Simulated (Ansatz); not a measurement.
## Zone-centre modes in Al

Computed with DFT PBEsol, scalar-relativistic, plane waves, PAW in Ansatz 0.2.0. Settings: plane waves to 420 eV, k-mesh 22×22×22 (Γ-centred), Gaussian smearing 0.15 eV. No spin polarisation.

The starting cell (relaxed at this level; this form isn't the usual structure):

```yaml
crystal:
  lattice:
    - [-2.85007, 0.00000, 0.00000]
    - [0.00000, 4.93647, 0.00000]
    - [1.42504, -2.46823, -4.63732]
  atoms:
    - { symbol: Al, position: [0.12500, 0.79167, 0.25000] }
    - { symbol: Al, position: [0.62500, 0.29167, 0.25000] }
    - { symbol: Al, position: [0.87500, 0.20833, 0.75000] }
    - { symbol: Al, position: [0.37500, 0.70833, 0.75000] }
```

Harmonic modes by finite displacements of 0.02 Å, without the LO–TO term. The cell doubles the primitive one, so its zone centre also holds the primitive cell's point q = (0, 1/2, 1/2).

(1) At this geometry, is the structure stable against these modes?

(2) List the wavenumbers in cm⁻¹.

Results:

(1) Yes: no mode is imaginary beyond 10 cm⁻¹, and only the three translations lie near zero.

(2) 0, 0, 0, 150, 150, 170, 170, 177, 177, 316, 316, 322.

Cost: 1 run of about 19 core-minutes, on AMD EPYC (Zen 3) (shared hosts).